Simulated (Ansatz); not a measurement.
ScAl (Cmcm): electronic heat capacity and spin susceptibility from the density of states

The calculation used Ansatz 0.2.0, DFT r2SCAN, scalar-relativistic, plane waves, PAW.

Cutoff 500 eV; k points 10×10×12 on the computed 4-atom cell (Γ-centred); Gaussian smearing, width 0.10 eV; no spin polarisation.

Relaxed cell: Cmcm, a = 3.368 Å, b = 11.037 Å, c = 4.341 Å, α = 90.00°, β = 90.00°, γ = 90.00°, 4 atoms in the primitive cell. Whether it is the stable form of this composition wasn't checked.

The density of states at the Fermi level is 5.451 states/eV in the cell of 4 atoms (2 formula units; both spins, tetrahedra on a 15×15×18 mesh).

Problem. What Sommerfeld coefficient and Pauli susceptibility does this give?

Solution. Per formula unit N(E_F) = 2.725 states/eV. γ = (π²/3) k_B² N(E_F) N_A = 2.357 mJ/(mol K²) per state/eV, so γ = 6.4 mJ/(mol K²), a mole of formula units. χ_P = μ_B² N(E_F) N_A = 3.23×10⁻⁵ emu/mol per state/eV gives 8.8×10⁻⁵ emu/mol. This is the bare band result: a measured γ of the same phase is as a rule larger by a factor 1 + λ from phonons and spin fluctuations, the spin part of χ is larger by the Stoner factor, and a measured χ also holds orbital and core terms. N(E_F) at one energy is sensitive to the mesh where the density of states has sharp peaks.